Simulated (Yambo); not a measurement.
G0W0@LDA for LiBH$_{4}$ (space group P6_3mc, No. 186) in Yambo. Reference settings: 3×3×2 Γ-centred k mesh, bands 3 to 179 and a 8 Ry block in the screening, 179 bands in G with the Bruneval-Gonze terminator, plasmon pole fitted at 27.2 eV. The LDA gap Γ → K on this mesh is 6.38 eV; G0W0 gaps are taken between the same points.

The settings were changed. The gap went from 9.29 eV to 8.91 eV, and the shift of the valence edge from -1.83 eV to -1.36 eV.

Q: Name the change that produced these shifts.
A. 3×3×1 mesh
B. 59 bands in W, 59 bands in G, 2 Ry block
C. 35 bands in W, 35 bands in G, 3 Ry block
D. 35 bands in W, 35 bands in G, 2 Ry block

A: B, 59 bands in W, 59 bands in G, 2 Ry block. The others gave (gap, valence shift): 3×3×1 mesh: 9.26, -1.78 eV; 35 bands in W, 35 bands in G, 2 Ry block: 9.05, -1.29 eV; 35 bands in W, 35 bands in G, 3 Ry block: 9.06, -1.28 eV.

Geometry of the Materials Project entry, not relaxed at this level; primitive cell a = 4.180 Å, b = 4.180 Å, c = 6.710 Å, α = 90.00°, β = 90.00°, γ = 120.00°.

The structure is a Materials Project entry; no match was found in the copy of COD used, and its stability was not checked.

A shift is the quasiparticle energy of the state minus its LDA energy.
